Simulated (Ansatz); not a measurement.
Te₄W: computed properties

All numbers below come from DFT PBE, scalar-relativistic, plane waves, PAW (Ansatz).

Settings: cutoff 420 eV, Γ-centred mesh 8×8×8 on the computed 5-atom cell, Gaussian smearing of 0.10 eV; no spin polarisation.

The structure is relaxed at this level of theory with its symmetry kept, and needn't be the ground state of this composition.

Space group F-43m (No. 216), cubic, a = 8.714 Å. Te is surrounded by 6 Te at 3.07–3.10 Å and 3 W at 3.61 Å; around W lie 12 Te at 3.61 Å.

* Volume per atom: 223.3 bohr³
* Formation energy from the elements' standard states (uncorrected): +1.728 eV/atom
* Kohn–Sham band gap: none (metal)
* Density of states at the Fermi level: 23.2 states/eV per cell
* Orbital (Löwdin) character within 0.5 eV of the Fermi level: W 5d 63 %, Te 5p 25 %, W 6s 7 %
* Bader charge by site (e): Te (4 in the cell) -0.07, W (1 in the cell) 0.28

Spin-orbit coupling is left out, which matters for the bands of heavy elements. Spin polarisation was left out, and a magnetic state may lie lower.

Another cell of Te4W relaxed alike, in Cmmm, lies 1.51 eV/atom lower, so this cell isn't the stable form at this level.

The cell was found from a structure generator's guess, not taken from experiment. Löwdin shares on free-atom orbitals overweight diffuse shells.
